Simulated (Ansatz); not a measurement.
# Calculation log, RbLuO₂ (R-3m) (phonons)

Level of theory: PBEsol, PAW on Ansatz 0.2.0's default frozen-core files (fitted under PBE), scalar-relativistic.

The cell comes from a PAW relaxation under the same functional.

Launched as:

```sh
ansatz run input.yaml --threads 1 --pin off --max-ram 3072MiB --backend cpu --events-out ev --progress --plain --runs-dir out
```

Input:

```yaml
crystal:
  lattice:
    - [1.69247243479, 0.97714941582, 6.42732091044]
    - [-1.69247243479, 0.97714941582, 6.42732091044]
    - [0.0, -1.95429883164, 6.42732091044]
  atoms:
    - { symbol: Rb, position: [0.0, 0.0, 0.0] }
    - { symbol: Lu, position: [0.5, 0.5, 0.5] }
    - { symbol: O, position: [0.225008654632, 0.225008654632, 0.225008654632] }
    - { symbol: O, position: [0.774991345368, 0.774991345368, 0.774991345368] }
kpoints:
  mp_grid: { grid: [6, 6, 6] }
scf:
  occupations: { method: fixed }
hamiltonian:
  xc: pbesol
  pseudopotentials: { kind: paw }
phonons:
  method: dfpt
  dielectric: true
  rigid_motions: translations
```

Output (shortened where marked):

```
Warning: RAYON_NUM_THREADS=1 ignored (pool sized by the plan → 1); use --threads N
Engine: ansatz 0.2.0, x86_64-unknown-linux-gnu
Pseudopotentials: kind: paw
Pseudopotential: Rb, paw, valence charge 9, recommended cutoff 420 eV (normal), Rb.paw.azcp
Pseudopotential: Lu, paw, valence charge 25, recommended cutoff 420 eV (normal), Lu.paw.azcp
Pseudopotential: O, paw, valence charge 6, recommended cutoff 420 eV (normal), O.paw.azcp
Functional definition: PBEsol
  exchange = pbesol_x
  correlation = pbesol_c
Crystal: 4 atoms, lattice volume = 63.777 Å³
Basis set: ecut = 420 eV, 1245 PW (Γ), exchange–correlation on 90×90×90 points (8 copies of the dense FFT grid, shifted against one another)
Bands: 28, of which v1, the nominal top of the filled ones, is band 23 counted from 1 (22 counted from 0)
Symmetry: 12 space group operations
k-points: 68 of 216 (irreducible under 2 space group operations, time reversal used)
Non-local potential: Rb, projectors of the file, l = 0: 3, l = 1: 2, l = 2: 2
Non-local potential: Lu, projectors of the file, l = 0: 3, l = 1: 2, l = 2: 2, l = 3: 3
Non-local potential: O, projectors of the file, l = 0: 2, l = 1: 2, l = 2: 1
PAW form: soft (Blöchl's): semilocal exchange-correlation on the pseudo side does not see the compensation charge
PAW frozen core: Rb, regenerated for the run's functional, and the local potential with it (the file was generated under x = pbe(κ = 0.804, μ = 0.2195149727645171), c = pbe(β = 0.06672455060314922))
PAW frozen core: Lu, regenerated for the run's functional, and the local potential with it (the file was generated under x = pbe(κ = 0.804, μ = 0.2195149727645171), c = pbe(β = 0.06672455060314922))
PAW frozen core: O, regenerated for the run's functional, and the local potential with it (the file was generated under x = pbe(κ = 0.804, μ = 0.2195149727645171), c = pbe(β = 0.06672455060314922))
PAW one-centre angular grid: Rb, 110 points (default); XC on 64 Gauss nodes
PAW one-centre angular grid: Lu, 590 points (default); XC on 64 Gauss nodes
PAW one-centre angular grid: O, 110 points (default); XC on 64 Gauss nodes
Initial density: superposition of atomic densities (neutral atoms: chi_scale 0, normalization atom), corrected by the library's trained network
Initial wavefunctions: pseudopotential atomic-orbital guess
Functional: x = pbesol(κ = 0.804, μ = 0.12345679012345678), c = pbesol(β = 0.046)
SCF iter   1: F=—  HF=-18956.073388 eV  |F-HF|=—  |Δ(HF+E_count)|=         —  Δρ=1.50e-2  dr2=1.26e-1  ethr=1.77e-3  ⟨swp⟩=6.0  Hψ=8248  notcnv=0  defer=187
preconditioner: auto → Resta (q_TF=auto, 2.584 Å⁻¹)  ε∞=5.5  [insulator: Δε(μ)=3.039 eV  Ē_g=14.600 eV  n_scr=22 (ndim 8)  ℏωp=30.8 eV  f_vac=0.030  ε∞_Penn≈5.5]
SCF iter   2: F=—  HF=-18956.042785 eV  |F-HF|=—  |Δ(HF+E_count)|=   3.06e-2  Δρ=3.48e-3  dr2=3.84e-3  ethr=2.75e-4  ⟨swp⟩=2.9  Hψ=4195  notcnv=0  defer=203
SCF iter   3: F=—  HF=-18956.042255 eV  |F-HF|=—  |Δ(HF+E_count)|=   5.30e-4  Δρ=1.17e-3  dr2=5.81e-4  ethr=8.35e-6  ⟨swp⟩=2.7  Hψ=3402  notcnv=0  defer=204
SCF iter   4: F=—  HF=-18956.042286 eV  |F-HF|=—  |Δ(HF+E_count)|=   3.06e-5  Δρ=1.95e-4  dr2=2.27e-5  ethr=1.26e-6  ⟨swp⟩=2.1  Hψ=3491  notcnv=0  defer=204
[... 22 lines left out ...]
SCF iter   5: F=-18956.035933 eV  HF=-18956.035933 eV  |F-HF|=1.30e-9  |Δ(HF+E_count)|=   2.95e-7  Δρ=4.41e-6  dr2=1.23e-8  ethr=3.91e-10
SCF 1 converged in 5 iterations: F = -18956.035933 eV  dr2 = 1.23e-8
DFPT response loops at Γ: mixed as the last ones told, above
SCF converged after 11 iterations
Free energy (F): -18956.042216 eV
Harris-Foulkes:  -18956.042216 eV  (|F-HF|=5.82e-11)
Internal energy: -18956.042216 eV  (E = F + TS)
E sigma→0 (E₀):  -18956.042216 eV
Fermi energy:    10.104981 eV
--- Per-component energies (eV) ---
  E_band       = -4.815613
  E_kinetic    = 965.843847
  E_local      = -9506.037263  (includes V_loc(G=0)·N_el)
  E_nonlocal   = 853.645963
  E_hartree    = 4013.737184
  E_xc         = -495.319472
  E_vxc        = -585.962726  (∫ρ·V_xc dr)
  E_paw        = -10129.068834  (= ΣΔE_a)
  E_vpaw       = 240.215592  (= ΣTr[D̂ρ^β])
  E_aug_tail   = 0.004855  (compensation charges beyond the density's cutoff)
  E_ewald      = -4660.234911
  E_core_change = 1.386414  (= ΣΔE_core)
  E_smearing   = -0.000000  (= −TS)
  E_closure    = -0.000000  (closes the sum)
  Σ components = -18956.042216   (vs F -18956.042216, Δ=0.00e0)
  k mesh reduced under 2 symmetry operations, with k and −k counted as one. Each operation leaves every solved perturbation unchanged. A smaller set is not considered because the run solves the response to a homogeneous field
  ASR residual: 3.841e-4 → 0.000e0 eV/Å²; symmetrization residual: 5.831e-6 eV/Å²
  ASR residual per site (eV/Å²): 5.84e-5 9.90e-5 3.84e-4 3.84e-4
  Γ frequencies (cm⁻¹): 0.00 0.00 0.00 69.81 69.81 146.20 230.91 230.91 332.02 369.50 369.50 485.95
  ε∞ (high-frequency dielectric tensor):
        4.031308     0.000000     0.000000
        0.000000     4.031308    -0.000000
        0.000000    -0.000000     3.597121
  ε⁰ (static dielectric tensor: ions relaxed, cell fixed):
       18.307324    -0.000000     0.000000
       -0.000000    18.307324     0.000000
        0.000000     0.000000    11.011860
  ε⁰ − ε∞ (ionic part):
       14.276016    -0.000000     0.000000
       -0.000000    14.276016     0.000000
        0.000000     0.000000     7.414739
  softest optical mode at Γ: 69.81 cm⁻¹; the repairs (sum rule, projections) moved no ω² at Γ by more than (2.78 cm⁻¹)²
  Born effective charges Z* (e; rows j = field, columns β = displacement):
    site 0:
         1.08745   -0.00000    0.00000
        -0.00000    1.08745   -0.00000
         0.00000   -0.00000    1.80698
    site 1:
         4.15192    0.00000    0.00000
         0.00000    4.15192   -0.00000
         0.00000   -0.00000    2.39283
    site 2:
        -2.61968   -0.00000   -0.00000
        -0.00000   -2.61968    0.00000
        -0.00000    0.00000   -2.09990
    site 3:
        -2.61968   -0.00000   -0.00000
        -0.00000   -2.61968    0.00000
        -0.00000    0.00000   -2.09990
  Z* charge neutrality: 2.438e-3 e pre-enforcement
  solved inside a basis spanned on kpoints, on 8×8×8 k-points, its susceptibility summed on 10×10×10: ε∞ is read to err by 1.1e-2, Z* by 2.7e-2 e (field_mesh: kpoints solves on kpoints); Z* is corrected for what the basis lacks
  optical modes at Γ without the LO–TO term, one row a degenerate level:
      ω (cm⁻¹)  modes    IR ((D/Å)²/amu)
         69.81      2             0.0758
        146.20      1             2.4264
        230.91      2            44.6933
        332.02      1            11.9274
        369.50      2             0.0000
        485.95      1             0.0000
  optical modes at Γ + LO–TO along q̂ = [1.0000, 0.0000, 0.0000]:
      ω (cm⁻¹)  modes    IR ((D/Å)²/amu)
         69.81      1             0.0379
         70.28      1             0.0016
        146.20      1             2.4264
        230.91      1            22.3467
        332.02      1            11.9274
        369.50      2             0.0000
        485.95      1             0.0000
        488.82      1            22.3830
  optical modes at Γ + LO–TO along q̂ = [0.0000, 1.0000, 0.0000]:
      ω (cm⁻¹)  modes    IR ((D/Å)²/amu)
         69.81      1             0.0379
         70.28      1             0.0016
        146.20      1             2.4264
        230.91      1            22.3467
        332.02      1            11.9274
        369.50      2             0.0000
        485.95      1             0.0000
        488.82      1            22.3830
  optical modes at Γ + LO–TO along q̂ = [0.0000, 0.0000, 1.0000]:
      ω (cm⁻¹)  modes    IR ((D/Å)²/amu)
         69.81      2             0.0758
        175.47      1             0.3955
        230.91      2            44.6933
        369.50      2             0.0000
        484.01      1            13.9583
        485.95      1             0.0000
```

Self-consistency was reached.

### Zone-centre phonons

Harmonic phonons of a crystal by Kohn-Sham DFT at the given cell, standard atomic masses, acoustic sum rule imposed; negative wavenumbers are unstable modes; optical zone-centre levels upwards with Mulliken labels, activity, and the element with most of the kinetic energy.

- Point group: -3m

| number | phonon wavenumber (cm⁻¹) | label | infrared | raman | lead element |
| --- | --- | --- | --- | --- | --- |
| 1 | 69.8 | Eu | yes | no | Rb |
| 2 | 146.2 | A2u | yes | no | Rb |
| 3 | 230.9 | Eu | yes | no | O |
| 4 | 332 | A2u | yes | no | O |
| 5 | 369.5 | Eg | no | yes | O |
| 6 | 486 | A1g | no | yes | O |

### Field response

Linear response of an insulating crystal by Kohn-Sham DFT to a field and to zone-centre displacements, local fields included; Born charges neutralised; LO modes for wave vectors along x and z; Cartesian axes as in the input.

| Property | Result |
| --- | --- |
| Dielectric electronic (x, y, z) | 4.031, 4.031, 3.597 |
| Dielectric static (x, y, z) | 18.31, 18.31, 11.01 |
| Highest phonon with field along x | 488.8 cm⁻¹ |
| Highest phonon with field along z | 486 cm⁻¹ |
| Highest phonon without field | 485.9 cm⁻¹ |

```csv
atom,born charge xx (e),born charge yy (e),born charge zz (e)
Rb1,1.087,1.087,1.807
Lu2,4.152,4.152,2.393
O3,-2.62,-2.62,-2.1
O4,-2.62,-2.62,-2.1
```

Caveats: frozen-core PAW files fitted under PBE, their cores solved anew for the functional of the run; zone-boundary modes aren't tested; no LO-TO term at the zone centre.

Time and hardware: 2.7 min on 1 thread of Intel(R) Xeon(R) 6975P-C (Granite Rapids) (shared host), peak memory 0.94 GiB.
